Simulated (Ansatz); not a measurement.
The start is a randomly generated symmetric cell of Ni (space group No. 225). A full variable-cell relaxation at zero pressure is run with PBEsol (plane waves to 420 eV, PAW, scalar-relativistic; Ansatz, a quantum-chemistry and plane-wave program). The first steps use a 16×16×16 k-mesh.

Initial structure:
```yaml
crystal:
  lattice:
    - [0.00000, 2.55684, 2.55684]
    - [2.55684, 0.00000, 2.55684]
    - [2.55684, 2.55684, 0.00000]
  atoms:
    - { symbol: Ni, position: [0.25000, 0.25000, 0.25000] }
    - { symbol: Ni, position: [0.75000, 0.75000, 0.75000] }
    - { symbol: Ni, position: [0.00000, 0.00000, 0.00000] }
```
Spin-polarised start, with parallel moments on Ni.

**Question.** How large is the pressure on the unrelaxed cell, and of which sign?

**Answer.** +21.7 GPa (positive: the cell is compressed).

**Question.** How does the volume change?

**Answer.** +10.5 %, from 11.14 to 12.31 Å³/atom.

**Question.** How do the shortest distances between atoms change?

**Answer.** The closest pairs of elements (up to four, under 3.6 Å), start → end: Ni–Ni 2.21 → 2.29 Å.

**Question.** Is the relaxed structure metallic? Give its gap.

**Answer.** Zero (metallic).

**Question.** What magnetic moments remain?

**Answer.** Net 0.63 μB/atom, ferromagnetic.

**Question.** Write out the relaxed structure.

**Answer.** 
Space group Fm-3m (No. 225); a = 5.2865 Å, b = 5.2865 Å, c = 5.2865 Å, α = 90.00°, β = 90.00°, γ = 90.00°

```
atom  site  symmetry       x       y       z
----  ----  --------  ------  ------  ------
Ni      8c      -43m  0.2500  0.2500  0.2500
Ni      4a      m-3m  0.0000  0.0000  0.0000
```
(The calculation used a cell of 3 atoms; values per cell refer to that cell.)

The space group stays Fm-3m (No. 225) (the run could not lower it), with 3 atoms in the primitive magnetic cell. Final values are on a 15×15×15 k-mesh of the relaxed cell. Spin state reached: ferromagnetic (net 0.63 μB/atom), from parallel starting moments; other spin orders were not run from this start.

The run could not lose the symmetry of its start: the end is stationary, and may be a saddle point rather than a minimum.

All atoms sit on sites fixed by symmetry, so only the cell could relax.

The relaxed structure here is a generated cell of Ni: the first start was made by a random draw of sites in a space group, and the end was not matched to a known phase here, so it may be hypothetical. A known form of Ni has the same space group but another cell.
